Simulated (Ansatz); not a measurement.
**Pd: do energies and stresses tell the same story?**

Theory: Ansatz, DFT r2SCAN, scalar-relativistic, plane waves, PAW.

Settings: cutoff 500 eV, Γ-centred mesh 18×18×18 on the computed 1-atom cell, Gaussian smearing of 0.10 eV; no spin polarisation.

Relaxed cell: Fm-3m, a = 3.907 Å, b = 3.907 Å, c = 3.907 Å, α = 90.00°, β = 90.00°, γ = 90.00°, 1 atom in the primitive cell.

Energies at zero smearing and pressures from the stress tensor, at volumes with shape and atoms relaxed:
```json
{"V (Å³/atom)": "14.020", "E − E(first) (meV/atom)": "0.00", "P (GPa)": "13.60"}
{"V (Å³/atom)": "14.468", "E − E(first) (meV/atom)": "-27.03", "P (GPa)": "6.13"}
{"V (Å³/atom)": "14.915", "E − E(first) (meV/atom)": "-35.08", "P (GPa)": "-0.02"}
{"V (Å³/atom)": "15.362", "E − E(first) (meV/atom)": "-27.53", "P (GPa)": "-5.08"}
{"V (Å³/atom)": "15.810", "E − E(first) (meV/atom)": "-7.14", "P (GPa)": "-9.21"}
```

Problem. Check P = −dE/dV between neighbouring volumes, and get the bulk modulus from the pressures alone.

Solution. With 1 eV/Å³ = 160.2 GPa:
```
middle V (Å³/atom)  −ΔE/ΔV (GPa) mean P (GPa)
            14.244         9.677         9.861
            14.691         2.885         3.051
            15.139        -2.707        -2.550
            15.586        -7.299        -7.144
```

The two differ by 0.18 GPa at most. The mean of two end pressures misses the average over a step by about ΔV² P″/12, up to 0.12 GPa here; with that taken off 0.08 GPa remains. The stress is the derivative of the free energy, not of the energy at zero smearing, and with free energies 0.00 GPa remains. Around V = 14.915 Å³/atom, the two neighbours give B = −V ΔP/ΔV = 14.915 × 11.20 / 0.895 = 186.7 GPa, against B0 = 186.3 GPa from the Birch–Murnaghan fit of the energies.

Cost: 6 runs of about 0.98 core-minutes in all, on Arm Neoverse V2 (shared hosts).